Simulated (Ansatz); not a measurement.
GdZn₃ (AuCu3-type structure)

Computed with Ansatz (plane waves, PAW, 420 eV cutoff): PBE+U (U_eff = 6 eV on Gd 4f), scalar-relativistic, collinear spin, 8×8×4 k-mesh, Gaussian smearing of 0.05 eV; PAW files: Ansatz's generated set soft_2.

```xyz
8
Lattice="4.3086 0.0000 4.3086 0.0000 4.3086 4.3086 0.0000 0.0000 8.6171" Properties=species:S:1:pos:R:3 pbc="T T T"
Gd    0.0000    0.0000    0.0000
Zn    0.0000    2.1543    2.1543
Zn    2.1543    2.1543    8.6171
Zn    2.1543    0.0000    2.1543
Gd    0.0000    0.0000    4.3086
Zn    0.0000    2.1543    6.4628
Zn    2.1543    2.1543    4.3086
Zn    2.1543    0.0000    6.4628
```

The start was a prototype's sites filled with these elements, not a measured cell.

Magnetic state: antiferromagnetic, site spin moments Gd 7.32, -7.32 μB.

The cell above was scaled in volume, its shape and atoms being fixed by the lattice's symmetry. Energies are counted from the cell above.

Cell and atoms are those of this level's equilibrium.

```
V (Å³/atom)  ΔE (meV/atom)  P from the stress (GPa)
     18.896          12.40                     3.81
     19.196           6.38                     2.65
     19.596           1.54                     1.25
     19.996           0.00                     0.00
     20.396           1.44                    -1.12
     20.795           5.51                    -2.13
     21.395          16.03                    -3.45
     21.995          31.11                    -4.56
```

Task: Do the energies and the pressures agree? Compare −ΔE/ΔV between neighbouring points (1 meV/Å³ = 0.1602 GPa) with the mean of their pressures.

Result: 
```csv
interval (Å³/atom),−ΔE/ΔV (GPa),mean P (GPa)
18.90 to 19.20,3.2,3.2
19.20 to 19.60,1.9,2.0
19.60 to 20.00,0.6,0.6
20.00 to 20.40,-0.6,-0.6
20.40 to 20.80,-1.6,-1.6
20.80 to 21.40,-2.8,-2.8
21.40 to 22.00,-4.0,-4.0
```
They differ by 0.02 GPa at most.

Task: What do the two routes give for V0, B0 and B0′?

Result: A third-order Birch–Murnaghan fit of the energies: V0 = 20.00 Å³/atom, B0 = 59 GPa, B0′ = 4.4. A polynomial of P in ln V, with B = −dP/d ln V at P = 0: V0 = 20.00 Å³/atom, B0 = 59 GPa, B0′ = 4.5.

B0·V0 = 59.3 GPa × 20.00 Å³ = 7.40 eV/atom sets the scale: near the minimum ΔE ≈ ½ B0 V0 x², with x = V/V0 − 1, and a pressure of 0.6 GPa squeezes the volume by about 1 %. At the ends of the curve: x = −5.5 % predicts 11.2 meV/atom and the run gives 12.4; x = +10.0 % predicts 37.0 meV/atom and the run gives 31.1. The curve is steeper than the parabola on the compressed side and flatter on the expanded side: the bulk modulus rises with pressure.

These numbers lack spin–orbit coupling. The run wasn't fully tested for a lower electronic state. Site moments are of spin, integrated over atomic spheres. The run is a metal.
